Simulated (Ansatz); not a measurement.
An Ansatz input and the part of its output that reports the observables at the nuclei.

The cell is a Materials Project structure (computed, not necessarily an observed phase), taken as it stands.

```yaml
crystal:
  lattice:
    - [4.8078341416, 0.0, 0.0]
    - [-0.6858920927, 10.0300405157, 0.0]
    - [-0.6621121116, -1.1877631389, 11.3191766375]
  atoms:
    - { symbol: Mg, position: [0.16237496, 0.73242644, 0.30364537] }
    - { symbol: Se, position: [0.21761555, 0.10498082, 0.27054207] }
    - { symbol: Se, position: [0.75862046, 0.30596219, 0.92531059] }
    - { symbol: Se, position: [0.34190609, 0.77434728, 0.03395146] }
    - { symbol: Se, position: [0.70898115, 0.86381061, 0.73402126] }
    - { symbol: Au, position: [0.94253612, 0.45017256, 0.20193091] }
    - { symbol: Au, position: [0.97946506, 0.01027087, 0.99519578] }
    - { symbol: Au, position: [0.97526803, 0.58577199, 0.8117593] }
    - { symbol: Au, position: [0.00932589, 0.9641209, 0.50023437] }
    - { symbol: Cl, position: [0.61105397, 0.51637026, 0.67660059] }
    - { symbol: Cl, position: [0.2003668, 0.51717027, 0.37677717] }
    - { symbol: Cl, position: [0.73452512, 0.76381875, 0.44179355] }
    - { symbol: Cl, position: [0.2968508, 0.155595, 0.54853036] }
    - { symbol: O, position: [0.29134804, 0.0453284, 0.12474958] }
    - { symbol: O, position: [0.32601211, 0.64253033, 0.92222945] }
    - { symbol: O, position: [0.89520549, 0.14775881, 0.26122477] }
    - { symbol: O, position: [0.98233878, 0.81566071, 0.02732524] }
    - { symbol: O, position: [0.34943328, 0.69774565, 0.15937438] }
    - { symbol: O, position: [0.02522429, 0.20727905, 0.97336092] }
    - { symbol: O, position: [0.68637472, 0.39947992, 0.05138728] }
    - { symbol: O, position: [0.0048811, 0.7772243, 0.7605072] }
    - { symbol: O, position: [0.1626927, 0.93483663, 0.33711924] }
    - { symbol: O, position: [0.01918923, 0.40009399, 0.85747628] }
    - { symbol: O, position: [0.66483415, 0.96199778, 0.86599977] }
    - { symbol: O, position: [0.87579811, 0.99399648, 0.66633411] }
kpoints:
  mp_grid: { grid: [6, 3, 3] }
scf:
  occupations: { method: fermi_dirac, width: 0.05 }
hamiltonian:
  xc: pbe
  pseudopotentials: { kind: paw }
output:
  forces: true
  stress: true
  populations: true
  efg:
    quadrupole_moments_barn: { Mg: 0.1994, Au: 0.547, Cl: -0.08112, O: -0.02558 }
    contact_densities: true
  write_density: true
  write_potential: true
  elf: true
  volumetric_format: npy
```

```sh
ansatz run input.yaml --threads 2 --pin off --max-ram 5120MiB --backend cpu --events-out ev --progress --plain --runs-dir out
```

Of the output, the block on the nuclei alone is shown; the set-up, the SCF iterations, energies, forces and stress are cut. One atom of each set with nearly equal values is shown.

```
--- PAW observables at the nuclei: V_zz in 10²¹ V/m², potentials from the cell's mean, atoms counted from 1 ---
  atom   1  Mg V_zz =    +3.517792   η = 0.1556   by run symmetry: allowed   C_q = +16.9609 MHz
            electrostatic potential = -1098.282712 V   contact ρ = 7796.336211 e/Å³
  atom   2  Se V_zz =   -35.918283   η = 0.3114   by run symmetry: allowed
            electrostatic potential = -4702.855365 V   contact ρ = 262913.715803 e/Å³
  atom   3  Se V_zz =   -31.185233   η = 0.1398   by run symmetry: allowed
            electrostatic potential = -4703.012816 V   contact ρ = 262907.398673 e/Å³
  atom   4  Se V_zz =   -31.990638   η = 0.3602   by run symmetry: allowed
            electrostatic potential = -4702.940121 V   contact ρ = 262908.440870 e/Å³
  atom   5  Se V_zz =   -30.313919   η = 0.1630   by run symmetry: allowed
            electrostatic potential = -4702.358735 V   contact ρ = 262907.920972 e/Å³
  atom   6  Au V_zz =   -21.815447   η = 0.5421   by run symmetry: allowed   C_q = -288.5399 MHz
            electrostatic potential = -16444.604114 V   contact ρ = 13078540.115381 e/Å³
  atom   7  Au V_zz =    +7.348666   η = 0.7106   by run symmetry: allowed   C_q = +97.1964 MHz
            electrostatic potential = -16441.654711 V   contact ρ = 13078563.866940 e/Å³
  atom   8  Au V_zz =   -10.225395   η = 0.9359   by run symmetry: allowed   C_q = -135.2452 MHz
            electrostatic potential = -16441.966995 V   contact ρ = 13078551.907512 e/Å³
  atom   9  Au V_zz =    -8.397871   η = 0.3147   by run symmetry: allowed   C_q = -111.0736 MHz
            electrostatic potential = -16441.423495 V   contact ρ = 13078586.067307 e/Å³
  atom  10  Cl V_zz =   +31.601586   η = 0.0373   by run symmetry: allowed   C_q = -61.9857 MHz
            electrostatic potential = -1773.695646 V   contact ρ = 24097.354655 e/Å³
  atom  11  Cl V_zz =   +16.883463   η = 0.7505   by run symmetry: allowed   C_q = -33.1165 MHz
            electrostatic potential = -1773.369915 V   contact ρ = 24095.786429 e/Å³
  atom  12  Cl V_zz =   +22.049391   η = 0.3659   by run symmetry: allowed   C_q = -43.2493 MHz
            electrostatic potential = -1772.524555 V   contact ρ = 24096.982748 e/Å³
  atom  13  Cl V_zz =   +33.458265   η = 0.0673   by run symmetry: allowed   C_q = -65.6275 MHz
            electrostatic potential = -1773.379935 V   contact ρ = 24098.061204 e/Å³
  atom  14  O  V_zz =   +14.080088   η = 0.6857   by run symmetry: allowed   C_q = -8.7088 MHz
            electrostatic potential = -618.009142 V   contact ρ = 2160.987066 e/Å³
  atom  15  O  V_zz =   +14.985507   η = 0.9013   by run symmetry: allowed   C_q = -9.2689 MHz
            electrostatic potential = -618.553121 V   contact ρ = 2160.564019 e/Å³
  atom  16  O  V_zz =   +12.760870   η = 0.3104   by run symmetry: allowed   C_q = -7.8929 MHz
            electrostatic potential = -619.068619 V   contact ρ = 2161.769649 e/Å³
  atom  17  O  V_zz =   -15.879467   η = 0.5577   by run symmetry: allowed   C_q = +9.8218 MHz
            electrostatic potential = -618.170271 V   contact ρ = 2161.070147 e/Å³
  atom  18  O  V_zz =   +13.175392   η = 0.1930   by run symmetry: allowed   C_q = -8.1493 MHz
            electrostatic potential = -619.004530 V   contact ρ = 2158.999527 e/Å³
  atom  19  O  V_zz =   +14.684540   η = 0.9693   by run symmetry: allowed   C_q = -9.0827 MHz
            electrostatic potential = -618.363422 V   contact ρ = 2160.726812 e/Å³
  atom  20  O  V_zz =   +13.890067   η = 0.3942   by run symmetry: allowed   C_q = -8.5913 MHz
            electrostatic potential = -618.675689 V   contact ρ = 2160.041335 e/Å³
  atom  21  O  V_zz =   +13.817384   η = 0.9053   by run symmetry: allowed   C_q = -8.5464 MHz
            electrostatic potential = -617.940934 V   contact ρ = 2160.718867 e/Å³
  atom  22  O  V_zz =   -15.208540   η = 0.7133   by run symmetry: allowed   C_q = +9.4068 MHz
            electrostatic potential = -617.983047 V   contact ρ = 2159.145716 e/Å³
  atom  23  O  V_zz =   -16.210309   η = 0.8702   by run symmetry: allowed   C_q = +10.0264 MHz
            electrostatic potential = -618.448313 V   contact ρ = 2161.056014 e/Å³
  atom  24  O  V_zz =   +14.594113   η = 0.7556   by run symmetry: allowed   C_q = -9.0268 MHz
            electrostatic potential = -617.788963 V   contact ρ = 2160.489266 e/Å³
  atom  25  O  V_zz =   +14.748924   η = 0.9826   by run symmetry: allowed   C_q = -9.1225 MHz
            electrostatic potential = -617.911504 V   contact ρ = 2161.111878 e/Å³
```

Hardware: 2 threads of Intel Xeon Processor @ 2.50GHz (Skylake/Cascade Lake) (x86_64; 62 cores open to the job, memory cap 5.0 GiB, no GPU), a shared host with a load of 0.9 a core. Wall time 10 min, CPU time 12 min, peak memory 2.1 GiB.

The largest force is 0.4 eV/Å, so the atoms aren't at the calculated equilibrium and relaxing them would move these values. Spin–orbit coupling is left out, which shifts gradients on Au by a few per cent in wide-gap crystals, and can shift them far more where the calculated gap is small or absent, as here.
